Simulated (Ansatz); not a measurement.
AlNi:
```
CELL_PARAMETERS angstrom
      2.89321     0.00000     0.00000
      0.00000     2.89321     0.00000
      0.00000     0.00000     2.89321
ATOMIC_POSITIONS crystal
  Al 0.00000 0.00000 0.00000
  Ni 0.50000 0.50000 0.50000
```

Relaxed with PBE.

Question: Map the electron localisation function on the plane through (0.000, 0.000, 0.000) spanned by u = [1, 0, 0] and v = [0, 1, 1] in lattice vectors, from PBE (plane waves, PAW; program Ansatz).

Answer: x is the fraction of u, y of v (the angle between them is 90°; rows are the nearest grid lines); atoms in the plane: Al at (0.00, 0.00), Ni at (0.50, 0.50).
```
| .  :+*****+:  . |
|.   -*******-   .|
|   :+*******+:   |
|..-+***+++***+-..|
|++*#**+=-=+**#*++|
|*#**+=-:::-=+**#*|
|**+=-:::::::-=+**|
|++=-::-----::-=++|
|+=-::-=+++=-::-=+|
|=-:::=+#%#+=:::-=|
|=-::-=*%@%*=-::-=|
|=-:::=+#%#+=:::-=|
|+=-::-=+++=-::-=+|
|++=-::-----::-=++|
|**+=-:::::::-=+**|
|*#**+=-:::-=+**#*|
|++*#**+=-=+**#*++|
|..-+***+++***+-..|
|   :+*******+:   |
|.   -*******-   .|
| .  :+*****+:  . |
```
Scale: ten equal steps from 0.012 (start of ' ') to 0.731 (end of '@'), in the order ' .:-=+*#%@'; x runs from 0.000 to 1.00, y from 0.000 (bottom) to 1.00 (top).

The density is the valence pseudo-density with augmentation charge, so density and ELF within about 1 Å of a nucleus are not all-electron values.

Space group Pm-3m (CsCl type). Symmetry was held in the PBE relaxation; phonons on a q-mesh show no instability. The workflow began spin-polarised and lost its moments.

Potentials: the later of the program's two PAW sets.
